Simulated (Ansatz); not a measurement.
CsPbCl₃ (cubic perovskite)

```
CsPbCl3
1.0
    5.73560     0.00000     0.00000
    0.00000     5.73560     0.00000
    0.00000     0.00000     5.73560
Cs Pb Cl
1 1 3
Direct
  0.00000   0.00000   0.00000
  0.50000   0.50000   0.50000
  0.00000   0.50000   0.50000
  0.50000   0.50000   0.00000
  0.50000   0.00000   0.50000
```

The relaxed cell is deformed in two ways at once: its volume V is scaled, and at that volume it is stretched along z (the c axis of the conventional cell) so that c/a changes. Fractional atomic positions are held.

Computed with PBE (plane waves to 420 eV, PAW, scalar-relativistic; Ansatz, a first-principles code). k mesh 6×6×6 (Γ-centred), Fermi-Dirac smearing 0.05 eV. Compression counts positive. CsPbCl3 was relaxed with its symmetry unable to fall. Spin-orbit coupling is left out, though Pb is heavy. This is a high-temperature form of CsPbCl3.

At one point of the scan the stress tensor (GPa) is:

```
  -1.00     0.00     0.00
   0.00    -1.00     0.00
   0.00     0.00    -2.03
```

Question: Which point is it?
A) V/V₀ = 1.080, (c/a)/(c/a)₀ = 1.040
B) V/V₀ = 1.080, (c/a)/(c/a)₀ = 0.960
C) V/V₀ = 1.040, (c/a)/(c/a)₀ = 1.000
D) V/V₀ = 1.040, (c/a)/(c/a)₀ = 0.960

Answer: A, V/V₀ = 1.080, (c/a)/(c/a)₀ = 1.040

(Under strain, the slope of the energy per volume gives the stress and its curvature an elastic modulus.)
